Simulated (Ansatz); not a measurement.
A: TiC (rock salt), a = b = c = 4.333 Å, α = β = γ = 90.00°
B: AlAs (zinc blende), a = 5.728 Å, b = 5.728 Å, c = 5.728 Å, α = 90.00°, β = 90.00°, γ = 90.00°
C: CdS (zinc blende), a = 5.927 Å, b = 5.927 Å, c = 5.927 Å, α = 90.00°, β = 90.00°, γ = 90.00°
D: Mo (bcc, W type), a = b = c = 3.161 Å, α = β = γ = 90.00°

Scan: energy over volume and axial ratio (atoms clamped). One method and one kind of scan serve all of them; meshes and ranges differ. All were relaxed with their symmetry unable to fall. Mo is run without spin polarisation. TiC is run without spin polarisation.

Question: Rank these by shear modulus C′ = (C11 − C12)/2 (fitted) (lowest first), as PBE (plane waves to 420 eV, PAW, scalar-relativistic; Ansatz, a program for electronic structure) gives it.

Answer: C (10 GPa), B (27 GPa), D (154 GPa), A (194 GPa)

(A scan under strain: stresses follow from slopes of the energy per volume, elastic moduli from its curvatures.)
